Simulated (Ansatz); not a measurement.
## AlNi

Computed with Ansatz (plane waves, PAW, 420 eV cutoff): PBE with spin–orbit coupling, two-component spinors, 12×12×12 k-mesh, Gaussian smearing of 0.05 eV; PAW files: Ansatz's generated set soft_2.

```
Al Ni
1.0
     2.89337    0.00000    0.00000
     0.00000    2.89337    0.00000
     0.00000    0.00000    2.89337
Al Ni
1 1
Direct
  0.00000 0.00000 0.00000
  0.50000 0.50000 0.50000
```

The chain of runs began from a cell as deposited in COD, expanded in volume.

Magnetic state: non-magnetic, site spin moments none.

Which orbitals carry the states at the Fermi level, and how many states are there?

Within 0.1 eV of it: Ni 3d 58 %, Al 3p 33 % (shares among the projected shells). The density of states at the Fermi level is about 0.86 states/eV per cell, averaged over 0.3 eV.

Density of states (tetrahedra, averaged over 0.5 eV; states/eV per cell of 2 atoms; energy in eV from the Fermi level):

```csv
E (eV),DOS
-5.60,0.7
-5.10,0.6
-4.60,0.7
-4.10,1.3
-3.60,1.7
-3.10,2.9
-2.60,2.6
-2.10,5.6
-1.60,4.0
-1.10,0.6
-0.60,1.5
-0.10,1.0
0.40,0.6
0.90,0.4
1.40,0.3
1.90,0.5
2.40,0.9
2.90,0.9
3.40,0.8
3.90,0.7
4.40,0.8
4.90,0.8
```

With 21 valence electrons in the calculation's cell and no magnetic order, the Kramers pairs of bands, two electrons each, can't all be full or empty: band theory demands a metal. (Only strong correlation, outside this picture, could make a Mott insulator of it.)

The starting moments died out; a magnetic state reached from other starts isn't excluded.
